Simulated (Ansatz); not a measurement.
CaS (rock salt), relaxed with LDA (Ansatz, a first-principles code, plane waves, PAW): a = 5.5640 Å, b = 5.5640 Å, c = 5.5640 Å, α = 90.00°, β = 90.00°, γ = 90.00°.

- gap (eV): 1.97
- ΔH_f (eV/atom): -2.30
- B₀ by P(V) fit (GPa): 67.6
- K_Hill (GPa): 67.6
- G_Hill (GPa): 45.4
- ε∞: 5.40
- ε0: 11.4
- highest Γ mode, no LO–TO term (cm⁻¹): 243
- electron conductivity mass (mₑ): 0.38
- Θ_D (K): 478

**Question.** The same phase is relaxed and computed with PBE in the same code. What are the cell and these values now?

**Answer.** a = b = c = 5.7120 Å, α = β = γ = 90.00°.

* **gap (eV)**: 2.38
* **ΔH_f (eV/atom)**: -2.17
* **B₀ by P(V) fit (GPa)**: 57.0
* **K_Hill (GPa)**: 57.0
* **G_Hill (GPa)**: 39.3
* **ε∞**: 4.99
* **ε0**: 12.2
* **highest Γ mode, no LO–TO term (cm⁻¹)**: 215
* **electron conductivity mass (mₑ)**: 0.43
* **Θ_D (K)**: 451

All cells were relaxed under the symmetry of their starts (and spin orders); stability against distortions was not tested throughout.

Potentials: the later of the program's two PAW sets.

Ansatz is a plane-wave DFT program.

Formation energies count from the lowest solids of the elements computed at the same level, not from gases.
